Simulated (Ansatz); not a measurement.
## SiC₃, first-principles data

SiC₃:
```xyz
4
Lattice="2.7967 0.0000 0.0000 0.0000 2.7967 0.0000 0.0000 0.0000 4.0909" Properties=species:S:1:pos:R:3 pbc="T T T"
C      0.0000     0.0000     0.0000
C      0.0000     1.3983     3.2165
Si     1.3983     1.3983     2.0454
C      1.3983     0.0000     0.8743
```

Space group P-4m2 (No. 115); conventional cell a = b = 2.797 Å, c = 4.091 Å, α = β = γ = 90.00°.

Method: r²SCAN in the plane-wave PAW code Ansatz. Structure relaxed to zero pressure with the same functional. Other levels are named where they apply.

**Cell and energy**

Volume per atom: 8.00 Å³
Density: 3.33 g/cm³
Formation energy from the elements (no fitted shifts): 46 kJ/mol of atoms

**Electronic structure**

* **Band gap**: 1.64 eV (indirect)
* **Valence-band maximum**: at Γ
* **Conduction-band minimum**: on the M–Γ line, 16 % of the way from M (4 equivalent valleys)
* **Smallest direct gap on the standard path**: 2.15 eV
* **Electron effective mass**: 0.40, 0.44, 0.62 mₑ (principal values)
* **Hole effective mass, band 1 of 2 at the edge**: 5.6 along x, 0.51 along z (mₑ)
* **Hole effective mass, band 2 of 2 at the edge**: 0.20 along x, 0.51 along z (mₑ)
* **HSE06 gap on the r²SCAN cell**: 2.33 eV

**Mechanics**

- Bulk modulus (Birch–Murnaghan fit): 2860 kbar
- Pressure derivative B′: 3.9
- Elastic constants (relaxed ions, GPa): C11 = 664, C12 = 20.8, C13 = 135, C33 = 702, C44 = 318, C66 = 196
- Mechanical stability: stable (all eigenvalues of C positive)
- Hill bulk and shear moduli: 289 and 277 GPa
- Young's modulus: 629 GPa
- Poisson's ratio: 0.14
- Debye temperature from the elastic constants: 1490 K
- Piezoelectric stress constants (proper, relaxed ions, C/m²): e15 = 0.07, e24 = -0.07, e31 = -0.27, e32 = 0.27

**Charges**

- Bader charges: C -1.49 to +0.03, Si +2.94 e

The start of the workflow was typed in or built on a structure type; neither database checked (COD, Materials Project) lists it. Its standing as an ambient phase is unchecked. The r²SCAN relaxation kept the symmetry of its start; its stability against distortions is not shown here. Its formation energy is positive at this level, so the cell may be metastable or incomplete. Signs of piezoelectric constants follow the polarity of the cell as given. The references are the lowest solids computed at this level, not always the standard phases.

Potentials: the earlier of the program's two PAW sets.
